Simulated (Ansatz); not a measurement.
An Ansatz (a first-principles code) run. Input:

Ansatz 0.2 input:
```yaml
crystal:
  lattice:
    - [2.3242562837, 1.3419099911, 4.9766573414]
    - [-2.3242562837, 1.3419099911, 4.9766573414]
    - [0.0, -2.6838199821, 4.9766573414]
  atoms:
    - { symbol: Mg, position: [0.0, 0.0, 0.0] }
    - { symbol: Mg, position: [0.5, 0.5, 0.5] }
    - { symbol: C, position: [0.25, 0.25, 0.25] }
    - { symbol: C, position: [0.75, 0.75, 0.75] }
    - { symbol: O, position: [0.25, 0.9728191441, 0.5271808559] }
    - { symbol: O, position: [0.75, 0.0271808559, 0.4728191441] }
    - { symbol: O, position: [0.5271808559, 0.25, 0.9728191441] }
    - { symbol: O, position: [0.4728191441, 0.75, 0.0271808559] }
    - { symbol: O, position: [0.9728191441, 0.5271808559, 0.25] }
    - { symbol: O, position: [0.0271808559, 0.4728191441, 0.75] }
kpoints:
  mp_grid: { grid: [6, 6, 6] }
basis: { xc_grid: 2 }
hamiltonian:
  xc: pbesol
  pseudopotentials: { kind: paw }
scf:
  occupations: { method: fixed }
output:
  optics: { e_range: [0.0, 15.0], de: 0.05, sigma: 0.1, bands: { spectra_wanted_up_to: 12 eV } }
```

Output (shortened):

```
output.optics: the spectra are integrated over the Brillouin zone by k·p interpolation around the k-points, where levels, occupations, output.optics.sigma and …
Pseudopotential: Mg, paw, valence charge 10
Pseudopotential: C, paw, valence charge 4
Pseudopotential: O, paw, valence charge 6
Functional definition: PBEsol
Crystal: 10 atoms, lattice volume = 93.131 Å³
Basis set: ecut = 420 eV, 1865 PW (Γ), exchange–correlation on 80×80×80 points (8 copies of the dense FFT grid, shifted against one another)
Bands: 42, of which v1, the nominal top of the filled ones, is band 32 counted from 1 (31 counted from 0)
Symmetry: 12 space group operations
Space group: R-3c (ITA 167), of the structure as read, at distance tolerance 4.5e-5 Å
k-points: 32 of 216
SCF iter   1: F=—  HF=-7688.400121 eV  |F-HF|=—  |Δ(HF+E_count)|=         —  Δρ=1.24e-2  dr2=1.03e-1  ethr=1.77e-3  ⟨swp⟩=4.9  Hψ=4841  notcnv=0  defer=251
preconditioner: auto → Resta (q_TF=auto, 2.563 Å⁻¹)
SCF iter   2: F=—  HF=-7688.367909 eV  |F-HF|=—  |Δ(HF+E_count)|=   3.22e-2  Δρ=2.48e-3  dr2=4.93e-3  ethr=1.61e-4  ⟨swp⟩=2.0  Hψ=2167  notcnv=0  defer=256
SCF iter   3: F=—  HF=-7688.367237 eV  |F-HF|=—  |Δ(HF+E_count)|=   6.72e-4  Δρ=1.01e-3  dr2=7.98e-4  ethr=7.70e-6  ⟨swp⟩=2.0  Hψ=2032  notcnv=0  defer=256
SCF iter   4: F=—  HF=-7688.367353 eV  |F-HF|=—  |Δ(HF+E_count)|=   1.16e-4  Δρ=3.05e-4  dr2=4.24e-5  ethr=1.25e-6  ⟨swp⟩=2.3  Hψ=1963  notcnv=0  defer=256
SCF iter   5: F=—  HF=-7688.367397 eV  |F-HF|=—  |Δ(HF+E_count)|=   4.40e-5  Δρ=5.18e-5  dr2=1.59e-6  ethr=6.63e-8  ⟨swp⟩=2.3  Hψ=2202  notcnv=0  defer=201
SCF iter   6: F=—  HF=-7688.367396 eV  |F-HF|=—  |Δ(HF+E_count)|=   1.08e-6  Δρ=1.23e-5  dr2=8.38e-8  ethr=2.48e-9  ⟨swp⟩=2.0  Hψ=2226  notcnv=0  defer=168
SCF iter   7: F=—  HF=-7688.367396 eV  |F-HF|=—  |Δ(HF+E_count)|=   1.88e-7  Δρ=3.76e-6  dr2=9.47e-9  ethr=1.31e-10  ⟨swp⟩=2.0  Hψ=1988  notcnv=0  defer=168
SCF iter   8: F=—  HF=-7688.367396 eV  |F-HF|=—  |Δ(HF+E_count)|=  9.14e-10  Δρ=5.20e-7  dr2=2.26e-10  ethr=1.48e-11  ⟨swp⟩=3.0  Hψ=2437  notcnv=0  defer=168
SCF iter  10: F=-7688.367396 eV  HF=-7688.367396 eV  |F-HF|=4.55e-12  |Δ(HF+E_count)|=  7.28e-12  Δρ=1.29e-8  dr2=1.10e-13  ethr=1.00e-12  ⟨swp⟩=12.8  Hψ=5597  notcnv=0
SCF 1 converged in 10 iterations: F = -7688.367396 eV  dr2 = 1.10e-13
NSCF: frozen V_eff on 32 k-points
Optics k sum: 0 of 32 k-points
Optics k sum: 2 of 32 k-points
Optics k sum: 4 of 32 k-points
Optics k sum: 5 of 32 k-points
Optics k sum: 7 of 32 k-points
Optics k sum: 8 of 32 k-points
Optics k sum: 10 of 32 k-points
Optics k sum: 12 of 32 k-points
Optics k sum: 13 of 32 k-points
Optics k sum: 15 of 32 k-points
Optics k sum: 16 of 32 k-points
Optics k sum: 18 of 32 k-points
Optics k sum: 20 of 32 k-points
Optics k sum: 21 of 32 k-points
Optics k sum: 23 of 32 k-points
Optics k sum: 24 of 32 k-points
Optics k sum: 26 of 32 k-points
Optics k sum: 28 of 32 k-points
Optics k sum: 29 of 32 k-points
Optics k sum: 31 of 32 k-points
Optics k sum: 32 of 32 k-points
Optics k sum: 0 of 32 k-points
Optics k sum: 2 of 32 k-points
Optics k sum: 4 of 32 k-points
Optics k sum: 5 of 32 k-points
Optics k sum: 7 of 32 k-points
Optics k sum: 8 of 32 k-points
Optics k sum: 10 of 32 k-points
Optics k sum: 12 of 32 k-points
Optics k sum: 13 of 32 k-points
Optics k sum: 15 of 32 k-points
Optics k sum: 16 of 32 k-points
Optics k sum: 18 of 32 k-points
Optics k sum: 20 of 32 k-points
Optics k sum: 21 of 32 k-points
Optics k sum: 23 of 32 k-points
Optics k sum: 24 of 32 k-points
Optics k sum: 26 of 32 k-points
Optics k sum: 28 of 32 k-points
Optics k sum: 29 of 32 k-points
Optics k sum: 31 of 32 k-points
Optics k sum: 32 of 32 k-points
NSCF: frozen V_eff on 1 k-points
NSCF: frozen V_eff on 1 k-points
NSCF: frozen V_eff on 1 k-points
output.optics: what the bands over the 59 summed would add to eps1, eps2 and the energy-loss function is held between a lower and an upper bound (8 Lanczos …
SCF converged after 10 iterations
Free energy (F): -7688.367396 eV
Harris-Foulkes:  -7688.367396 eV  (|F-HF|=4.55e-12)
Internal energy: -7688.367396 eV  (E = F + TS)
E sigma→0 (E₀):  -7688.367396 eV
Fermi energy:    5.391677 eV
--- Per-component energies (eV) ---
  E_band       = -783.737523
  E_kinetic    = 1391.501061
  E_local      = -5308.494509  (includes V_loc(G=0)·N_el)
  E_nonlocal   = 536.754426
  E_hartree    = 1817.068774
  E_xc         = -588.994274
  E_vxc        = -752.776695  (∫ρ·V_xc dr)
  E_paw        = -1670.468169  (= ΣΔE_a)
  E_vpaw       = -284.874460  (= ΣTr[D̂ρ^β])
  E_aug_tail   = 0.015104  (compensation charges beyond the density's cutoff)
  E_ewald      = -3866.121462
  E_core_change = 0.371653  (= ΣΔE_core)
  E_smearing   =  0.000000  (= −TS)
  E_closure    =  0.000000  (closes the sum)
  Σ components = -7688.367396   (vs F -7688.367396, Δ=0.00e0)
  [band-id]    e_kinetic+e_local+e_nonlocal+2·e_hartree+e_vxc+e_vpaw+e_augmentation_tail = -783.737525   (vs E_band -783.737523, Δ=-2.26e-6)
--- Band table (eV; the first three rows and the last of 32) ---
  k-point 0: bands = ["-66.8863", "-66.8858", "-33.8498", "-33.8498", "-33.8458", "-33.8458", "-33.8192", "-33.8112", "-16.5697", "-15.9967", "-13.0512", "-13.0512", "-12.8644", "-12.8644", "-2.9841", "-2.8319", "-1.6667", "-1.0693", "-1.0693", "-0.6731", …
  k-point 1: bands = ["-66.8862", "-66.8858", "-33.8496", "-33.8495", "-33.8462", "-33.8461", "-33.8186", "-33.8117", "-16.5050", "-16.0060", "-13.0882", "-13.0536", "-12.9327", "-12.8961", "-2.8365", "-2.7094", "-1.5227", "-1.1000", "-0.9452", "-0.7541", …
  k-point 2: bands = ["-66.8861", "-66.8859", "-33.8491", "-33.8489", "-33.8471", "-33.8469", "-33.8171", "-33.8131", "-16.3434", "-16.0516", "-13.1607", "-13.0799", "-13.0483", "-12.9647", "-2.5242", "-2.4513", "-1.2752", "-0.8968", "-0.8941", "-0.6716", …
  k-point 31: bands = ["-66.8860", "-66.8860", "-33.8478", "-33.8478", "-33.8478", "-33.8478", "-33.8152", "-33.8152", "-16.2921", "-16.2921", "-12.9601", "-12.9601", "-12.9601", "-12.9601", "-3.0986", "-3.0986", "-0.8322", "-0.8322", "-0.8322", "-0.8322", …
```

Cost: about 2.4 core-minutes (a rough figure) on shared cores.

The workflow started from a Materials Project entry (that database holds measured and hypothetical structures alike); the Crystallography Open Database files this formula in space group No. 167, but the cells were not matched. Whether it is the stable phase at ambient conditions was not checked. Symmetry was held in the PBEsol relaxation; its stability against distortions is not shown here.

Potentials: the later of the program's two PAW sets.

Ansatz is a plane-wave DFT program.
